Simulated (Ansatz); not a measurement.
# Al3BP4: computed properties

Level of theory: DFT PBE, scalar-relativistic, plane waves, PAW (Ansatz).

Cutoff 420 eV; k points 12×12×4 on the computed 8-atom cell (Γ-centred); Gaussian smearing, width 0.02 eV; no spin polarisation.

The structure is relaxed at this level of theory with its symmetry kept, and needn't be the ground state of this composition.

Space group P3m1 (No. 156), trigonal, a = 3.717 Å, c = 12.451 Å. Around Al on its first site lie 4 P at 2.32–2.37 Å; around Al on its second site lie 4 P at 2.32–2.40 Å; Al on its third site has 4 P at 2.33–2.37 Å; B is surrounded by 1 P at 1.99 Å and 3 P at 2.24 Å; P on its first site has 1 B at 1.99 Å and 3 Al at 2.33 Å; P on its second site has 4 Al at 2.32–2.37 Å; 2 more sites not described.

* Volume per atom: 18.63 Å³
* Formation energy from the elements' standard states (uncorrected): -0.368 eV/atom
* Kohn–Sham band gap: 0.90 eV
* Orbital (Löwdin) character of the top 1 eV of the valence band: P 3p 80 %, Al 3p 14 %
* Orbital (Löwdin) character of the lowest 1 eV of the conduction band: B 2p 21 %, B 2s 18 %, P 3p 17 %, Al 3p 15 %, P 3s 14 %, unprojected 10 %
* Bader charge by site (e): Al (1 in the cell) 2.12, Al (1 in the cell) 2.11, Al (1 in the cell) 2.12, B (1 in the cell) 0.35, P (1 in the cell) -1.69, P (1 in the cell) -2.13, P (1 in the cell) -0.76, P (1 in the cell) -2.13

Another cell of Al3BP4 relaxed alike, in I-42m, lies 100 meV/atom lower, so this cell isn't the stable form at this level.

The cell was found from a structure generator's guess, not taken from experiment. Kohn–Sham gaps at this level usually fall short of measured ones. Löwdin shares on free-atom orbitals overweight diffuse shells in the empty bands.
